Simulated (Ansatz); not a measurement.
Total density of states per atom from plane-wave PAW r²SCAN (Ansatz code), in 0.25 eV bins, energy from the Fermi level:

```csv
E (eV),states/eV/atom
-7.85,0.17
-7.60,0.13
-7.35,0.16
-7.10,0.51
-6.85,0.34
-6.60,0.38
-6.35,0.46
-6.10,0.40
-5.85,0.32
-5.60,0.40
-5.35,0.55
-5.10,0.39
-4.85,0.34
-4.60,0.50
-4.35,0.62
-4.10,0.92
-3.85,0.52
-3.60,0.55
-3.35,0.96
-3.10,0.98
-2.85,0.92
-2.60,0.87
-2.35,0.75
-2.10,0.67
-1.85,0.72
-1.60,0.25
-1.35,0.36
-1.10,0.28
-0.85,0.60
-0.60,0.22
-0.35,0.56
-0.10,0.61
0.15,0.62
0.40,0.77
0.65,0.96
0.90,0.95
1.15,0.68
1.40,0.45
1.65,0.33
1.90,0.29
2.15,0.40
2.40,0.62
2.65,0.58
2.90,0.56
3.15,0.38
3.40,0.54
3.65,0.41
3.90,0.74
4.15,0.59
4.40,0.41
4.65,0.64
```

Q: Pick the material that matches.
A) CaAl2Ge2, P-3m1 (Ca on 1a, Al on 2d, Ge on 2d)
B) MoS2, R3m (Mo on 3a, S on 3a, S on 3a)
C) Al2Mo3C, P4_132 (Al on 8c, Mo on 12d, C on 4a)
D) CaZnC2O6, R-3 (Ca on 3a, Zn on 3b, C on 6c, O on 18f)

A: C, Al2Mo3C, P4_132 (Al on 8c, Mo on 12d, C on 4a). Within 0.5 eV of the Fermi level: Mo 4d 85 %, Al 3p 6 %. Projections are on Löwdin-orthogonalised atomic valence shells; empty p or d shells of many metals are not among them.

The workflow started from a Materials Project entry (that database holds measured and hypothetical structures alike); the Crystallography Open Database copy checked does not list it. Whether it is the stable phase at ambient conditions was not checked. The r²SCAN relaxation kept the symmetry of its start; whether a distortion lowers the energy is not shown. No spin polarisation was allowed. Spin–orbit coupling is left out wherever it is not named.

Potentials: the later of the program's two PAW sets.
